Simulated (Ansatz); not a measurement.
MgS (rock salt) was relaxed and computed twice in Ansatz (plane waves, PAW), once with HSE06 and once with PBE.

```
                                                                                             run 1                                    run 2
--------------------  ----------------------------------------------------------------------------  ---------------------------------------
cell                  a = 5.2297 Å, b = 5.2297 Å, c = 5.2297 Å, α = 90.00°, β = 90.00°, γ = 90.00°  a = b = c = 5.194 Å, α = β = γ = 90.00°
gap (eV)                                                                                      2.76                                     3.82
B₀ by P(V) fit (GPa)                                                                          73.9                                     80.0
```

Task: Which run used which functional?

Result: Run 1 is PBE, run 2 is HSE06.

All cells were relaxed under the symmetry of their starts (and spin orders); stability against distortions was not tested throughout.

Potentials: the later of the program's two PAW sets.

Ansatz (a first-principles code) is a plane-wave DFT program.
